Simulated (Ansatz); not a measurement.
Task: Band gap from PBE minus that from r²SCAN (eV), each on its own relaxed cell (Ansatz, a quantum-chemistry and plane-wave program, plane waves, PAW; no spin–orbit coupling, no Hubbard U), over 66 phases of the class «halides»: what sign and size do you expect?

Result: Mean -0.66 eV, median -0.70 eV, mean absolute 0.67 eV; eight in ten lie between -1.05 and -0.22 eV, and 2 % are above zero.

Some cases that may be named, with their rank among the 66 from the lowest: LiF, rock salt -1.50 eV (rank 1); KMgF3, cubic perovskite -1.34 eV (rank 2); SrCl2, fluorite -0.70 eV (rank 32); RbBr, rock salt -0.70 eV (rank 33); CsPbBr3, cubic perovskite -0.25 eV (rank 58); CsPbCl3, cubic perovskite -0.25 eV (rank 59).

The phases are those computed here (of each formula those with measured values and the lowest at some level), not a balanced benchmark, and neither functional is the truth. Pairs that end in unlike spin orders or unlike minima (c/a over 6 % apart, 30 % for weakly bound crystals), magnets with 4f shells, solids of gases and phases set aside for tests are left out.

11 of the phases carry moments, in the orders computed and without U. 24 are weakly bound layers, chains or molecules. 9 relaxed far from the usual cell at some level.

Not the usual ambient phase: CsPbBr3, cubic perovskite; CsPbCl3, cubic perovskite. All cells were relaxed under the symmetry of their starts (and spin orders); stability against distortions was not tested throughout. Spin–orbit coupling is left out wherever it is not named.

Potentials: the later of the program's two PAW sets.

Ansatz is a plane-wave DFT program.
